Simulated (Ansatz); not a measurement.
Cu Kα1 powder pattern (kinematic, no thermal factors).
```csv
2θ (°),relative intensity
11.03,87
15.62,6
19.36,30
22.16,100
22.34,19
24.81,27
29.59,44
31.54,41
31.67,16
33.51,6
35.38,1
37.28,24
38.99,5
39.31,11
40.54,7
40.95,7
45.20,15
45.30,6
45.58,28
46.67,5
47.05,9
49.61,11
50.89,20
50.98,4
51.24,20
52.59,3
54.96,16
57.42,4
57.74,5
60.60,2
61.19,4
61.42,11
61.81,1
62.32,2
62.62,4
65.36,5
65.84,4
65.92,2
66.14,17
66.51,2
69.35,4
69.93,4
70.41,4
71.53,1
71.81,4
73.81,4
74.84,6
74.91,1
75.47,1
75.93,1
76.21,2
78.17,6
78.73,3
79.25,1
79.46,5
79.81,1
83.02,5
83.53,1
83.74,4
84.56,1
84.80,2
87.71,4
87.98,8
88.32,2
88.80,4
89.04,1
89.86,1
```

The pattern is computed from a structure relaxed with DFT PBE, scalar-relativistic, plane waves, PAW, and for the lanthanide a 4f-in-core norm-conserving potential (Ansatz). No spin polarisation. Its elements are F, Pr, Sr.

Question: Give the structure.

Answer: Sr2PrF3.
Space group P4/mmm (No. 123). a = 8.017 Å, b = 8.017 Å, c = 4.580 Å, α = 90.00°, β = 90.00°, γ = 90.00°
```
atom  site  symmetry       x       y       z
  Sr    2f      mmm. 0.0000  0.5000  0.0000
  Pr    1a     4/mmm  0.0000  0.0000  0.0000
   F    1b     4/mmm  0.0000  0.0000  0.5000
   F    2e      mmm. 0.0000  0.5000  0.5000
```

A pattern alone doesn't exclude other cells with like lines; this is the one computed.

Another cell of Sr2PrF3 relaxed alike, in P4/mmm, lies 0.36 eV/atom lower, so this cell isn't the stable form at this level.

It was reached by relaxing an invented guess, and it needn't be the stable form of this composition.

The lanthanide is trivalent by construction, without f bands, f moments or other valences.
